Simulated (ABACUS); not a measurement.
Band structure of MgO (Fm-3m, 2 atoms in the cell; from Materials Project mp-1265).

```
CELL_PARAMETERS angstrom
      0.00000     2.09700     2.09700
      2.09700     0.00000     2.09700
      2.09700     2.09700     0.00000
ATOMIC_POSITIONS crystal
  Mg 0.00000 0.00000 0.00000
  O  0.50000 0.50000 0.50000
```

All values come from this method and carry its errors: PBEsol, PseudoDojo 0.4 standard norm-conserving PBEsol (tails mended) pseudopotentials (plane waves; ABACUS).

Settings: KPT = MP 11 11 11 0 0 0; basis_type = pw; dft_functional = PBESOL; ecutwfc = 84 Ry; smearing_method = gaussian; smearing_sigma = 0.00146997 Ry; potentials = PseudoDojo 0.4 standard norm-conserving PBEsol (tails mended); symmetry = 1; symmetry_prec = 1e-05; nbands = 14; ks_solver = dav_subspace; scf_nmax = 100; scf_thr = 1.0e-09 Ry; mixing_type = broyden.

The structure comes from a collection of computed structures, made at another level of theory; the collection holds predicted forms beside known ones.

Task: Predict the gap along the standard path and the places of the band edges.

Result: The gap along the path is 4.79 eV, direct at Γ to within 0.01 eV.

Points are given in units of this cell's reciprocal vectors. Levels in eV from the top of the valence band on the path, bands 5 to 12:
| point | 5 | 6 | 7 | 8 | 9 | 10 | 11 | 12 |
|---|---|---|---|---|---|---|---|---|
| Γ (0 0 0) | -17.20 | 0.00 | 0.00 | 0.00 | 4.79 | 15.86 | 15.86 | 15.86 |
| X (0.5 0 0.5) | -15.59 | -4.15 | -1.37 | -1.37 | 9.04 | 10.04 | 13.09 | 19.03 |
| W (0.5 0.25 0.75) | -15.52 | -3.01 | -3.01 | -1.80 | 11.62 | 11.62 | 12.25 | 15.59 |
| K (0.375 0.375 0.75) | -15.56 | -3.56 | -2.76 | -1.16 | 10.05 | 11.85 | 12.51 | 18.18 |
| L (0.5 0.5 0.5) | -15.82 | -4.71 | -0.66 | -0.66 | 7.85 | 12.65 | 16.33 | 16.33 |
| U (0.625 0.25 0.625) | -15.56 | -3.56 | -2.76 | -1.16 | 10.05 | 11.85 | 12.51 | 18.18 |

“Tails mended”: in these copies of the files the far tail of each local potential was reset to the Coulomb form.
